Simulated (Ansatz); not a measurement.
Below is a relaxed structure of Mo3W2. The cell was found from a structure generator's guess, not taken from experiment.

These are results of DFT PBE, scalar-relativistic, plane waves, PAW (Ansatz 0.2.0), not measurements. Cutoff 420 eV, Γ-centred mesh, Gaussian smearing, no spin polarisation.

```
Mo W
1.0
     0.00000    2.24330   11.20563
     1.58511    0.00000   11.20563
     1.58511    2.24330    0.00000
Mo W
3 2
Direct
  0.90049 0.90049 0.09951
  0.50000 0.50000 0.50000
  0.09951 0.09951 0.90049
  0.69966 0.69966 0.30034
  0.30034 0.30034 0.69966
```

Energies over the elements count from the elements' standard structures at the same level, with no fitted energy shifts.

Task: What space group does it have?

Result: Fmmm (No. 69), with Mo and W ordered on bcc sites. Conventional cell: a = 3.170 Å, b = 4.487 Å, c = 22.411 Å. Around Mo on a site of symmetry mm2 lie 6 Mo at 2.74–2.75 Å, 2 W at 2.75 Å, 4 Mo at 3.16–3.17 Å and 2 W at 3.17 Å; Mo on a site of symmetry mmm is surrounded by 8 Mo at 2.74–2.75 Å and 6 Mo at 3.16–3.17 Å; around W lie 6 W at 2.75–2.76 Å, 2 Mo at 2.75 Å, 4 W at 3.17–3.18 Å and 2 Mo at 3.17 Å.

Task: What is its formation energy per atom?

Result: +0.01 eV/atom. The formation energy is too near zero to say whether this cell lies below the elements.

Task: Is it a metal?

Result: Yes, bands cross the Fermi level on the 14×14×14 mesh.

The last run used a 14×14×14 mesh for its 5-atom cell and Gaussian smearing of 0.10 eV. For metals, differences of a few meV/atom aren't resolved. These runs have no spin–orbit coupling, which can matter for W. A structure relaxed within its symmetry needn't be a true minimum.
